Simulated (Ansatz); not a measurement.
# Relaxation of MgS

These are results of DFT PBEsol, scalar-relativistic, plane waves, PAW in Ansatz 0.2.0, not measurements. Settings: 420 eV cutoff, 6×6×6 k-mesh, Gaussian smearing of 0.02 eV, no spin polarisation.

What was changed: uniaxial strain along a, with b, c and atoms relaxed: -6.0 %.

Command:

```bash
ansatz run input.yaml --threads 1 --pin off --max-ram 1331MiB --backend cpu --events-out ev --progress --plain --runs-dir out
```

Input:

```yaml
crystal:
  lattice:
    - [2.4355151917, 2.4355151917, 0.0]
    - [-2.6298382123, 2.6298382123, 0.0]
    - [0.0, 0.0, 5.2596764245]
  atoms:
    - { symbol: Mg, position: [0.0, 0.0, 0.0] }
    - { symbol: Mg, position: [0.5, 0.5, 0.5] }
    - { symbol: S, position: [0.5, 0.5, 0.0] }
    - { symbol: S, position: [0.0, 0.0, 0.5] }
basis:
  ecutwfc: 420
kpoints:
  mp_grid: { grid: [6, 6, 6] }
hamiltonian:
  xc: pbesol
scf:
  occupations: { method: gaussian, width: 0.02 }
output:
  forces: true
  stress: true
  eigenvalues: true
relax:
  adjacent_minimum: "off"
  f_tol: 0.008
  max_steps: 40
  cell: { stress_tol: 0.015, fix: [a, angles] }
```

F is the free energy. Steps run on the plane waves of an earlier cell, but the last one, and at times one on the way, on a freshly chosen basis, so a repeated geometry can differ a little in energy. The held parts of the cell keep their stress, so P needn't end at zero.

Steps:

| step | F − F(1) (eV) | largest force component (eV/Å) | V (Å³/atom) | P (GPa) |
| --- | --- | --- | --- | --- |
| 1 | 0.0000 | 0.000 | 16.844 | 2.96 |
| 2 | -0.0005 | 0.000 | 16.809 | 3.11 |
| 3 | -0.0006 | 0.000 | 16.796 | 3.14 |
| 4 | -0.0006 | 0.000 | 16.793 | 3.16 |
| 5 | -0.0006 | 0.000 | 16.793 | 3.16 |

Relaxed structure:

```cif
data_structure
_symmetry_space_group_name_H-M 'P 1'
_symmetry_Int_Tables_number 1
_cell_length_a 3.4443
_cell_length_b 3.7255
_cell_length_c 5.2347
_cell_angle_alpha 90.000
_cell_angle_beta 90.000
_cell_angle_gamma 90.000
_cell_volume 67.17
loop_
_atom_site_label
_atom_site_type_symbol
_atom_site_fract_x
_atom_site_fract_y
_atom_site_fract_z
_atom_site_occupancy
Mg1 Mg 0.00000 0.00000 0.00000 1
Mg2 Mg 0.50000 0.50000 0.50000 1
S1 S 0.50000 0.50000 0.00000 1
S2 S 0.00000 0.00000 0.50000 1
```

It takes space group Immm (No. 71, orthorhombic). The conventional cell has a = 3.444 Å, b = 3.725 Å, c = 5.235 Å, α = 90.00°, β = 90.00°, γ = 90.00°. Mg (site symmetry mmm) is surrounded by 6 S at 2.54 to 2.62 Å. Around S (site symmetry mmm) lie 6 Mg at 2.54 to 2.62 Å.

The run converged. The run took roughly 40 core-seconds.